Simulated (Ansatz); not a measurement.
Phonons of LiH (rock salt) at Γ, L = (0.5, 0.0, 0.0), X = (0.5, 0.5, 0.0).

LiH (rock salt)

```xyz
2
Lattice="0.0000 2.0036 2.0036 2.0036 0.0000 2.0036 2.0036 2.0036 0.0000" Properties=species:S:1:pos:R:3 pbc="T T T"
H      0.0000     0.0000     0.0000
Li     2.0036     2.0036     2.0036
```

Calculation: PBE (plane waves to 420 eV, PAW, scalar-relativistic; Ansatz, a program for electronic structure). Harmonic phonons by density-functional perturbation theory on a 12×12×12 k mesh, in cm⁻¹; i marks imaginary ones, q is in fractions of the reciprocal vectors of the cell shown, and the three acoustic modes at Γ are left out. The non-analytic (LO-TO) term is not included, so polar modes at Γ have their transverse values. LiH was relaxed with its symmetry unable to fall.

| q | wavenumbers (cm⁻¹) |
|---|---|
| Γ | 585 (×3) |
| L = (0.5, 0.0, 0.0) | 272 (×2), 521, 770 (×2), 1066 |
| X = (0.5, 0.5, 0.0) | 314 (×2), 414, 822 (×2), 1033 |

The structure shows no imaginary mode at these points (lowest 272 cm⁻¹ at L = (0.5, 0.0, 0.0)); other wave vectors were not tested.

Highest mode: 1066 cm⁻¹ at L = (0.5, 0.0, 0.0).
